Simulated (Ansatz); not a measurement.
Input file for Ansatz (a first-principles code):

Ansatz 0.2 input:
```yaml
crystal:
  lattice:
    - [3.7942336625, 0.0, 0.0]
    - [0.0, 3.7942336625, 0.0]
    - [0.0, 0.0, 3.7942336625]
  atoms:
    - { symbol: V, position: [0.0, 0.0, 0.0] }
    - { symbol: Ir, position: [0.5, 0.5, 0.0] }
    - { symbol: Ir, position: [0.0, 0.5, 0.5] }
    - { symbol: Ir, position: [0.5, 0.0, 0.5] }
kpoints:
  mp_grid: { grid: [11, 11, 11] }
hamiltonian:
  xc: pbesol
  pseudopotentials: { kind: paw }
scf:
  occupations: { method: fermi_dirac, width: 0.1 }
phonons:
  method: dfpt
  response_accuracy: low
  eigenvectors: true
  rigid_motions: translations
```

Output (shortened):

```
Pseudopotential: V, paw, valence charge 13
Pseudopotential: Ir, paw, valence charge 17
Functional definition: PBEsol
Crystal: 4 atoms, lattice volume = 54.623 Å³
Basis set: ecut = 420 eV, 1045 PW (Γ), exchange–correlation on 54×54×54 points (8 copies of the dense FFT grid, shifted against one another)
Bands: 39, of which v1, the nominal top of the filled ones, is band 32 counted from 1 (31 counted from 0)
Symmetry: 48 space group operations
k-points: 216 of 1331 (irreducible under 8 space group operations)
SCF iter   1: F=—  HF=-38284.418891 eV  |F-HF|=—  |Δ(HF+E_count)|=         —  Δρ=1.96e-2  dr2=3.02e-1  ethr=1.77e-3  ⟨swp⟩=5.0  Hψ=26525  notcnv=0
preconditioner: auto → Kerker (q_TF=auto, 2.801 Å⁻¹)
SCF iter   2: F=—  HF=-38284.405599 eV  |F-HF|=—  |Δ(HF+E_count)|=   1.33e-2  Δρ=1.01e-2  dr2=8.69e-2  ethr=4.71e-4  ⟨swp⟩=2.0  Hψ=11054  notcnv=0
SCF iter   3: F=—  HF=-38284.400095 eV  |F-HF|=—  |Δ(HF+E_count)|=   5.50e-3  Δρ=6.70e-4  dr2=1.01e-4  ethr=1.36e-4  ⟨swp⟩=1.0  Hψ=8434  notcnv=0
SCF iter   4: F=—  HF=-38284.400124 eV  |F-HF|=—  |Δ(HF+E_count)|=   2.83e-5  Δρ=1.24e-4  dr2=8.64e-6  ethr=1.58e-7  ⟨swp⟩=2.1  Hψ=12881  notcnv=0
SCF iter   5: F=—  HF=-38284.400130 eV  |F-HF|=—  |Δ(HF+E_count)|=   6.14e-6  Δρ=2.35e-5  dr2=5.39e-7  ethr=1.35e-8  ⟨swp⟩=2.0  Hψ=11435  notcnv=0
SCF iter   6: F=—  HF=-38284.400130 eV  |F-HF|=—  |Δ(HF+E_count)|=   4.98e-8  Δρ=1.41e-5  dr2=2.06e-7  ethr=8.42e-10  ⟨swp⟩=2.0  Hψ=14635  notcnv=0
SCF iter   7: F=—  HF=-38284.400130 eV  |F-HF|=—  |Δ(HF+E_count)|=   2.55e-8  Δρ=3.72e-6  dr2=1.14e-8  ethr=3.21e-10  ⟨swp⟩=1.8  Hψ=9018  notcnv=0
SCF iter   8: F=—  HF=-38284.400130 eV  |F-HF|=—  |Δ(HF+E_count)|=  7.13e-10  Δρ=9.00e-7  dr2=6.15e-10  ethr=1.79e-11  ⟨swp⟩=1.0  Hψ=8431  notcnv=0
SCF iter   9: F=-38284.400130 eV  HF=-38284.400130 eV  |F-HF|=1.46e-11  |Δ(HF+E_count)|=  5.82e-11  Δρ=7.39e-8  dr2=2.89e-12  ethr=1.00e-12  ⟨swp⟩=4.5  Hψ=35851  notcnv=0
SCF 1 converged in 9 iterations: F = -38284.400130 eV  dr2 = 2.89e-12
DFPT response loops at Γ: preconditioner auto → Kerker (q_TF=auto, 2.801 Å⁻¹) (partly filled bands, converged f_vac=0.000) …
SCF converged after 9 iterations
Free energy (F): -38284.400130 eV
Harris-Foulkes:  -38284.400130 eV  (|F-HF|=1.46e-11)
Internal energy: -38284.321035 eV  (E = F + TS)
E sigma→0 (E₀):  -38284.360582 eV
Entropy (-TS):   -0.079095 eV (-19.774 meV/atom)
Fermi energy:    24.053707 eV
--- Per-component energies (eV) ---
  E_band       = -388.933183
  E_kinetic    = 2206.903481
  E_local      = -4050.100499  (includes V_loc(G=0)·N_el)
  E_nonlocal   = 181.169781
  E_hartree    = 1619.264675
  E_xc         = -931.036897
  E_vxc        = -1066.675958  (∫ρ·V_xc dr)
  E_paw        = -28351.226845  (= ΣΔE_a)
  E_vpaw       = -898.759713  (= ΣTr[D̂ρ^β])
  E_aug_tail   = 0.000392  (compensation charges beyond the density's cutoff)
  E_ewald      = -8960.240657
  E_core_change = 0.945533  (= ΣΔE_core)
  E_smearing   = -0.079095  (= −TS)
  E_closure    = 0.000000  (closes the sum)
  Σ components = -38284.400130   (vs F -38284.400130, Δ=0.00e0)
  [band-id]    e_kinetic+e_local+e_nonlocal+2·e_hartree+e_vxc+e_vpaw+e_augmentation_tail = -388.933165   (vs E_band -388.933183, Δ=1.74e-5)
--- Band table (eV; the first three rows and the last of 216) ---
  k-point 0: bands = ["-68.5445", "-68.4667", "-68.4667", "-40.5411", "-25.6816", "-25.6816", "-25.6816", "-25.2945", "-25.2945", "-25.2945", "-25.0813", "-25.0813", "-25.0813", "-14.4728", "-14.4728", "-14.4728", "13.6543", "16.4530", "17.0955", "17.0955", …
  k-point 1: bands = ["-68.5431", "-68.4681", "-68.4667", "-40.5412", "-25.6746", "-25.6746", "-25.6701", "-25.2966", "-25.2966", "-25.2953", "-25.0942", "-25.0864", "-25.0864", "-14.4751", "-14.4734", "-14.4734", "13.7767", "16.5377", "17.1422", "17.2017", …
  k-point 2: bands = ["-68.5391", "-68.4721", "-68.4666", "-40.5413", "-25.6549", "-25.6549", "-25.6366", "-25.3033", "-25.3033", "-25.2972", "-25.1317", "-25.1001", "-25.1001", "-14.4813", "-14.4751", "-14.4751", "14.1341", "16.7785", "17.2684", "17.5103", …
  k-point 215: bands = ["-68.4934", "-68.4918", "-68.4918", "-40.5399", "-25.8786", "-25.6090", "-25.6081", "-25.6081", "-25.1239", "-25.1239", "-25.0936", "-25.0936", "-25.0931", "-14.4795", "-14.4783", "-14.4783", "16.6172", "16.7020", "16.7020", "17.0867", …
--- Phonons (Γ-DFPT): 3 representative perturbations + reference, on 216 of 1331 k-points (Σ response iterations 9) ---
  ASR residual: 6.810e-4 → 0.000e0 eV/Å²; symmetrization residual: 6.584e-5 eV/Å²
  ASR residual per site (eV/Å²): 6.81e-4 4.03e-4 4.03e-4 4.03e-4
  Γ frequencies (cm⁻¹): 0.00 0.00 0.00 124.54 124.54 124.54 139.21 139.21 139.21 184.27 184.27 184.27
  non-analytic LO–TO correction: not included (Born effective charges unavailable; polar crystals: no LO–TO splitting at Γ)
```

Cost: around 120 core-seconds (rough) on shared cores.

Space group Pm-3m (Cu3Au type). The workflow started from a Materials Project entry (that database holds measured and hypothetical structures alike); the Crystallography Open Database files this formula in space group No. 221, but the cells were not matched. Whether it is the stable phase at ambient conditions was not checked. The cell was relaxed with PBEsol under the symmetry of its start; whether a distortion lowers the energy is not shown. No spin polarisation was allowed. As this level gives no gap, phonon frequencies hold no LO–TO term and depend on the k-mesh and smearing (Fermi–Dirac, 0.1 eV here). Spin–orbit coupling is left out wherever it is not named.

Potentials: the later of the program's two PAW sets.

Ansatz is a plane-wave DFT program.
